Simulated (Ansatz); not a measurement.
A generator proposed this cell of GaB₂As₃.

```xyz
6
Lattice="3.6786 0.0000 0.0000 -1.8393 3.1857 0.0000 0.0000 0.0000 9.0106" Properties=species:S:1:pos:R:3 pbc="T T T"
Ga    0.0000    2.1238    6.0071
B     0.0000    0.0000    0.0000
B     1.8393    1.0619    3.0035
As    0.0000    0.0000    6.7580
As    0.0000    2.1238    3.7544
As    1.8393    1.0619    0.7509
```

Level of theory: Ansatz, DFT PBE, scalar-relativistic, plane waves, PAW. Cutoff 420 eV; k points 6×6×2 on the computed 6-atom cell (Γ-centred); Gaussian smearing, width 0.10 eV; no spin polarisation.

Formation energies are uncorrected and refer to the elements' standard structures at the same level.

Problem. Estimate its pressure, forces and energy as it stands.

Solution. The pressure is -0.5 GPa (the mean over three directions, positive in compression), the largest force is 3.55 eV/Å, and the energy is +0.23 eV/atom against the elements. The shortest distance is 2.25 Å.

Problem. Is it a good guess?

Solution. A fair one: relaxing gains about 0.16 eV/atom in 10 ionic steps and ends at +0.063 eV/atom on the finer mesh. The symmetry stays P3m1 (No. 156). The volume per atom shrinks by 3.9 %, from 17.6 to 16.9 Å³. The shortest distance goes from 2.25 Å (B–As and Ga–As) to 2.08 Å (B–As). Conventional cell: a = 3.607 Å, c = 9.006 Å. Around Ga lie 4 As at 2.34–2.46 Å; B on its first site is surrounded by 4 As at 2.08–2.18 Å; As on its first site is surrounded by 1 B at 2.08 Å and 3 Ga at 2.34 Å; 3 more sites not described.

The last run used a 12×12×4 mesh (in the run's order of axes) for its 6-atom cell and Gaussian smearing of 0.02 eV. The reference form of As is held partly by dispersion forces, which this level lacks. The relaxation can't lower the symmetry of the start, and the grade says only how near the guess is to its own end. A structure relaxed within its symmetry needn't be a true minimum. Another cell of GaB2As3 relaxed alike, in Cmc2_1, lies 98 meV/atom lower, so this cell isn't the stable form at this level.
